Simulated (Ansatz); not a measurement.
Starting cell, C (graphite type, space group P6_3/mmc):

```xyz
4
Lattice="2.4552 0.0000 0.0000 -1.2276 2.1263 0.0000 0.0000 0.0000 6.6705" Properties=species:S:1:pos:R:3 pbc="T T T"
C      0.0000     0.0000     1.6676
C      0.0000     0.0000     5.0029
C      0.0000     1.4175     1.6676
C      1.2276     0.7088     5.0029
```

In this cell atom 1 (C, nearest neighbour C at 1.418 Å; its periodic images, 2.5 Å or more away, move with it) is moved by s along Cartesian x, unit vector (1.000, 0.000, 0.000); all other atoms and the cell stay fixed.

Computed with r2SCAN+rVV10 (plane waves to 500 eV, PAW, scalar-relativistic; Ansatz, a quantum-chemistry and plane-wave program). k mesh 12×12×4 (Γ-centred), Fermi-Dirac smearing 0.05 eV. E stands for the smeared free energy. With partly filled bands, energies and forces of such displacements shift with the k mesh and the smearing. C was relaxed with its symmetry unable to fall. The PAW data are Ansatz's earlier set. ΔE is measured from the undisplaced structure. The last digit holds for this mesh only.

| s (Å) | ΔE (meV/cell) |
|---|---|
| -0.280 | 2135.4 |
| -0.224 | 1389.8 |
| -0.168 | 793.4 |
| -0.112 | withheld |
| -0.056 | 86.3 |
| 0.000 | 0.0 |
| 0.056 | 86.3 |
| 0.112 | withheld |
| 0.168 | 793.4 |
| 0.224 | 1389.8 |
| 0.280 | 2135.4 |

Fit an even polynomial form (powers 2, 4, 6) to the given rows and predict ΔE at s = -0.112.

Least squares on the 9 given rows: ΔE = (28530)·s² + (-16100)·s⁴ + (-5395)·s⁶, in meV/cell with s in Å; root-mean-square residual 1.54 meV/cell. At -0.112 the fit gives 355.3 meV/cell; the calculation gives 350.7 meV/cell, so the interpolation is off by 4.6 (+1.3 %). The quadratic term alone would give 357.9 meV/cell.

(A displaced cell: forces are minus the slopes of the energy, force constants its curvatures, and phonons follow from these.)
